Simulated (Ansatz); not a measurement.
KI:
```
KI
1.0
    0.00000     3.59117     3.59117
    3.59117     0.00000     3.59117
    3.59117     3.59117     0.00000
K I
1 1
Cartesian
  0.00000   0.00000   0.00000
  3.59117   3.59117   3.59117
```

Relaxed with PBE. Special points in fractions of this cell's reciprocal vectors: Γ (0.000, 0.000, 0.000); X (0.500, 0.000, 0.500); U (0.625, 0.250, 0.625); K (0.375, 0.375, 0.750); L (0.500, 0.500, 0.500); W (0.500, 0.250, 0.750).

### Question
List the band energies nearest the valence-band maximum at these points for DFT-PBE in the program Ansatz with PAW potentials.

### Answer
In eV from the valence-band maximum; about four levels below and three above (degenerate sets whole), none deeper than 8.9 eV; points with the same levels are listed once.

| k | below | above |
|---|---|---|
| Γ | 0.00 0.00 0.00 | 3.86 6.52 6.52 6.52 |
| X | -0.92 -0.34 -0.34 | 5.02 5.66 8.05 |
| U | -0.79 -0.69 -0.35 | 5.63 6.50 7.50 |
| L | -1.21 -0.30 -0.30 | 5.47 7.56 8.06 8.06 |
| W | -0.67 -0.67 -0.54 | 6.44 6.44 6.51 |

Space group Fm-3m (rock salt). The cell was relaxed with PBE under the symmetry of its start. Spin–orbit coupling is left out wherever it is not named.

Potentials: the later of the program's two PAW sets.
